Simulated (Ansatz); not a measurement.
A relaxation of cell and atoms of AlGa3P4, ordered on the zincblende lattice (R3m) with 8 atoms a cell with the plane-wave code Ansatz, at the level PBE. It starts from a guessed cell.

```yaml
crystal:
  lattice:
    - [1.8361375112, 1.0600944864, 11.9936]
    - [-1.8361375112, 1.0600944864, 11.9936]
    - [0.0, -2.1201889727, 11.9936]
  atoms:
    - { symbol: Al, position: [1.0, 0.0, 0.0] }
    - { symbol: Ga, position: [0.25, 0.25, 0.25] }
    - { symbol: Ga, position: [0.5, 0.5, 0.5] }
    - { symbol: Ga, position: [0.75, 0.75, 0.75] }
    - { symbol: P, position: [0.3125, 0.3125, 0.3125] }
    - { symbol: P, position: [0.5625, 0.5625, 0.5625] }
    - { symbol: P, position: [0.8125, 0.8125, 0.8125] }
    - { symbol: P, position: [0.0625, 0.0625, 0.0625] }
kpoints:
  mp_grid: { grid: [8, 8, 8] }
hamiltonian:
  xc: pbe
scf:
  occupations: { method: fermi_dirac, width: 0.02 }
relax:
  f_tol: 0.005
  cell: {}
output:
  write_density: true
  write_potential: true
  elf: true
  volumetric_format: npy
```

The trajectory has 8 recorded frames, each with positions in Å and forces in eV/Å. Some frames, the last among them, repeat a geometry solved again on a basis re-selected at its cell; pressure is positive in compression.

Step 1: energy 0.0 meV/atom from step 1, largest force component 0.054 eV/Å, pressure +20.18 GPa
```xyz
8
Lattice="1.8361 1.0601 11.9936 -1.8361 1.0601 11.9936 0.0000 -2.1202 11.9936" Properties=species:S:1:pos:R:3:forces:R:3 pbc="T T T"
Al    1.8361    1.0601   11.9936    0.0000    0.0000   -0.0138
Ga    0.0000    0.0000    8.9952    0.0000    0.0000   -0.0531
Ga    0.0000    0.0000   17.9904    0.0000    0.0000   -0.0065
Ga    0.0000    0.0000   26.9856    0.0000    0.0000    0.0338
P     0.0000    0.0000   11.2440    0.0000    0.0000    0.0538
P     0.0000    0.0000   20.2392    0.0000    0.0000   -0.0217
P     0.0000    0.0000   29.2344    0.0000    0.0000    0.0032
P     0.0000    0.0000    2.2488    0.0000    0.0000    0.0044
```

Step 2: energy -161.7 meV/atom from step 1, largest force component 0.048 eV/Å, pressure +5.22 GPa
```xyz
8
Lattice="1.9092 1.1023 12.4654 -1.9092 1.1023 12.4654 0.0000 -2.2045 12.4654" Properties=species:S:1:pos:R:3:forces:R:3 pbc="T T T"
Al    1.9092    1.1023   12.4659    0.0000    0.0000   -0.0236
Ga    0.0000    0.0000    9.3459    0.0000    0.0000   -0.0089
Ga    0.0000    0.0000   18.6960    0.0000    0.0000    0.0040
Ga    0.0000    0.0000   28.0497    0.0000    0.0000    0.0203
P     0.0000    0.0000   11.6873    0.0000    0.0000    0.0479
P     0.0000    0.0000   21.0325    0.0000    0.0000    0.0009
P     0.0000    0.0000   30.3860    0.0000    0.0000   -0.0092
P     0.0000    0.0000    2.3393    0.0000    0.0000   -0.0314
```

Step 3: energy -178.6 meV/atom from step 1, largest force component 0.011 eV/Å, pressure +1.11 GPa
```xyz
8
Lattice="1.9372 1.1185 12.6529 -1.9372 1.1185 12.6529 0.0000 -2.2369 12.6529" Properties=species:S:1:pos:R:3:forces:R:3 pbc="T T T"
Al    1.9372    1.1185   12.6501    0.0000    0.0000    0.0037
Ga    0.0000    0.0000    9.4895    0.0000    0.0000   -0.0086
Ga    0.0000    0.0000   18.9788    0.0000    0.0000   -0.0034
Ga    0.0000    0.0000   28.4710    0.0000    0.0000    0.0013
P     0.0000    0.0000   11.8669    0.0000    0.0000    0.0114
P     0.0000    0.0000   21.3508    0.0000    0.0000   -0.0016
P     0.0000    0.0000   30.8421    0.0000    0.0000    0.0000
P     0.0000    0.0000    2.3692    0.0000    0.0000   -0.0029
```

Step 4: energy -179.4 meV/atom from step 1, largest force component 0.004 eV/Å, pressure +0.09 GPa
```xyz
8
Lattice="1.9454 1.1232 12.7021 -1.9454 1.1232 12.7021 0.0000 -2.2463 12.7021" Properties=species:S:1:pos:R:3:forces:R:3 pbc="T T T"
Al    1.9454    1.1232   12.6999    0.0000    0.0000    0.0006
Ga    0.0000    0.0000    9.5261    0.0000    0.0000   -0.0011
Ga    0.0000    0.0000   19.0517    0.0000    0.0000    0.0014
Ga    0.0000    0.0000   28.5815    0.0000    0.0000    0.0011
P     0.0000    0.0000   11.9146    0.0000    0.0000    0.0022
P     0.0000    0.0000   21.4334    0.0000    0.0000    0.0010
P     0.0000    0.0000   30.9619    0.0000    0.0000   -0.0013
P     0.0000    0.0000    2.3787    0.0000    0.0000   -0.0040
```

Step 5: energy -179.4 meV/atom from step 1, largest force component 0.001 eV/Å, pressure 0.00 GPa
```xyz
8
Lattice="1.9460 1.1235 12.7088 -1.9460 1.1235 12.7088 0.0000 -2.2470 12.7088" Properties=species:S:1:pos:R:3:forces:R:3 pbc="T T T"
Al    1.9460    1.1235   12.7065    0.0000    0.0000    0.0001
Ga    0.0000    0.0000    9.5314    0.0000    0.0000   -0.0008
Ga    0.0000    0.0000   19.0621    0.0000    0.0000   -0.0010
Ga    0.0000    0.0000   28.5965    0.0000    0.0000   -0.0006
P     0.0000    0.0000   11.9210    0.0000    0.0000    0.0003
P     0.0000    0.0000   21.4448    0.0000    0.0000    0.0003
P     0.0000    0.0000   30.9779    0.0000    0.0000    0.0008
P     0.0000    0.0000    2.3793    0.0000    0.0000    0.0008
```

Step 6: energy -181.5 meV/atom from step 1, largest force component 0.001 eV/Å, pressure +0.14 GPa
```xyz
8
Lattice="1.9460 1.1235 12.7088 -1.9460 1.1235 12.7088 0.0000 -2.2470 12.7088" Properties=species:S:1:pos:R:3:forces:R:3 pbc="T T T"
Al    1.9460    1.1235   12.7065    0.0000    0.0000    0.0001
Ga    0.0000    0.0000    9.5314    0.0000    0.0000   -0.0009
Ga    0.0000    0.0000   19.0621    0.0000    0.0000   -0.0009
Ga    0.0000    0.0000   28.5965    0.0000    0.0000   -0.0006
P     0.0000    0.0000   11.9210    0.0000    0.0000    0.0002
P     0.0000    0.0000   21.4448    0.0000    0.0000    0.0003
P     0.0000    0.0000   30.9779    0.0000    0.0000    0.0009
P     0.0000    0.0000    2.3793    0.0000    0.0000    0.0010
```

Step 7: energy -181.5 meV/atom from step 1, largest force component 0.001 eV/Å, pressure 0.00 GPa
```xyz
8
Lattice="1.9473 1.1243 12.7141 -1.9473 1.1243 12.7141 0.0000 -2.2485 12.7141" Properties=species:S:1:pos:R:3:forces:R:3 pbc="T T T"
Al    1.9473    1.1243   12.7118    0.0000    0.0000    0.0002
Ga    0.0000    0.0000    9.5351    0.0000    0.0000    0.0013
Ga    0.0000    0.0000   19.0697    0.0000    0.0000    0.0011
Ga    0.0000    0.0000   28.6083    0.0000    0.0000    0.0005
P     0.0000    0.0000   11.9262    0.0000    0.0000   -0.0005
P     0.0000    0.0000   21.4538    0.0000    0.0000   -0.0005
P     0.0000    0.0000   30.9910    0.0000    0.0000   -0.0009
P     0.0000    0.0000    2.3806    0.0000    0.0000   -0.0011
```

Step 8: energy -181.5 meV/atom from step 1, largest force component 0.001 eV/Å, pressure 0.00 GPa
```xyz
8
Lattice="1.9473 1.1243 12.7141 -1.9473 1.1243 12.7141 0.0000 -2.2485 12.7141" Properties=species:S:1:pos:R:3:forces:R:3 pbc="T T T"
Al    1.9473    1.1243   12.7118    0.0000    0.0000    0.0002
Ga    0.0000    0.0000    9.5351    0.0000    0.0000    0.0013
Ga    0.0000    0.0000   19.0697    0.0000    0.0000    0.0012
Ga    0.0000    0.0000   28.6083    0.0000    0.0000    0.0005
P     0.0000    0.0000   11.9262    0.0000    0.0000   -0.0005
P     0.0000    0.0000   21.4538    0.0000    0.0000   -0.0006
P     0.0000    0.0000   30.9910    0.0000    0.0000   -0.0009
P     0.0000    0.0000    2.3806    0.0000    0.0000   -0.0011
```

In 6 steps the volume changed by +19.2 %; between the first SCF and the last, each on a basis chosen for its cell, the energy fell by 182 meV an atom. Final cell: it is trigonal, R3m (No. 160); a = 3.895 Å, c = 38.142 Å in the conventional setting, 20.88 Å³ an atom. Al has 4 P at 2.38 Å; Ga has 4 P at 2.39 Å; Ga has 4 P at 2.38 Å; Ga has 4 P at 2.38–2.39 Å; P has 3 Al at 2.38 Å and 1 Ga at 2.39 Å; P has 4 Ga at 2.38–2.39 Å; P has 4 Ga at 2.38 Å; P has 1 Al at 2.38 Å and 3 Ga at 2.39 Å.

Command: `ansatz run input.yaml --threads 4 --pin off --max-ram 6451MiB --backend cpu --events-out ev --progress --plain --runs-dir out`.

**Question.** What wall time did it need on 4 threads of AMD EPYC 9R45 96-Core Processor (Zen 5) (shared host), and how much host memory at the peak?

**Answer.** About 28 s, with a peak of 0.75 GiB.

Simulation only: spin-unpolarised, and no claim that this is the phase found in nature.
